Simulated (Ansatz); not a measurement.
Relaxed MgH2 (rutile):

```
MgH2
1.0
    9.03458     0.00000     0.00000
    0.00000     4.51729     0.00000
    0.00000     0.00000     3.01286
Mg H
4 8
Direct
  0.00000   0.00000   0.00000
  0.50000   0.00000   0.00000
  0.25000   0.50000   0.50000
  0.75000   0.50000   0.50000
  0.15220   0.30441   0.00000
  0.65220   0.30441   0.00000
  0.40220   0.19559   0.50000
  0.90220   0.19559   0.50000
  0.09780   0.80441   0.50000
  0.59780   0.80441   0.50000
  0.34780   0.69559   0.00000
  0.84780   0.69559   0.00000
```

A phonon eigenvector at X = (0.5, 0.0, 0.0) is frozen into this cell: atom i moves by Q times the vector below, so Q is the largest atomic displacement, in Å. The cell is held. It is one choice among 2 degenerate patterns. (q is in reciprocal vectors of the primitive cell; the cell shown is doubled to hold the pattern.)

| atom | x | y | z |
|---|---|---|---|
| Mg3 | -0.999 | -0.040 | 0.000 |
| Mg4 | 0.999 | 0.040 | 0.000 |
| H5 | -0.604 | 0.063 | 0.000 |
| H6 | 0.604 | -0.063 | 0.000 |
| H7 | -0.362 | 0.035 | 0.000 |
| H8 | 0.362 | -0.035 | 0.000 |
| H9 | -0.362 | 0.035 | 0.000 |
| H10 | 0.362 | -0.035 | 0.000 |
| H11 | -0.604 | 0.063 | 0.000 |
| H12 | 0.604 | -0.063 | 0.000 |

Atoms not listed stay in place.

Calculation: PBE (plane waves to 420 eV, PAW, scalar-relativistic; Ansatz, a program for electronic structure). k mesh 4×7×11 (Γ-centred), Fermi-Dirac smearing 0.05 eV. Energies are smeared free energies. Compression counts positive. MgH2 was relaxed with its symmetry unable to fall. ΔE is measured from the undisplaced structure.

| Q (Å) | ΔE (meV/cell) | −dE/dQ from forces (eV/Å) | P (GPa) |
|---|---|---|---|
| -0.180 | 149.1 | 1.654 | 0.24 |
| -0.150 | 103.6 | 1.380 | 0.17 |
| -0.120 | 66.3 | 1.105 | 0.11 |
| -0.090 | 37.3 | 0.829 | 0.06 |
| -0.060 | 16.6 | 0.553 | 0.03 |
| -0.030 | 4.1 | 0.277 | 0.01 |
| 0.000 | 0.0 | 0.000 | 0.00 |
| 0.030 | 4.1 | -0.277 | 0.01 |
| 0.060 | 16.6 | -0.553 | 0.03 |
| 0.090 | 37.3 | -0.829 | 0.06 |
| 0.120 | 66.3 | -1.105 | 0.11 |
| 0.150 | 103.6 | -1.380 | 0.17 |
| 0.180 | 149.1 | -1.654 | 0.24 |

What the scan shows:

```
Quantity                                                                                                             Result
-----------------------------------------------------------  --------------------------------------------------------------
Energy at Q = 0.180 Å                                                                                        149.1 meV/cell
Space group of the distorted cell                                                      P2/m (No. 10), lowered from P4_2/mnm
Symmetry of the curve                                                                         even: the same for both signs
Shape of the curve                                           a single well with its minimum at or next to zero displacement
Harmonic wavenumber from the curvature (finite differences)                                                        223 cm⁻¹
Wavenumber by perturbation theory (DFPT, on another k mesh)                                                        223 cm⁻¹
```

(A displaced cell: forces are minus the slopes of the energy, force constants its curvatures, and phonons follow from these.)
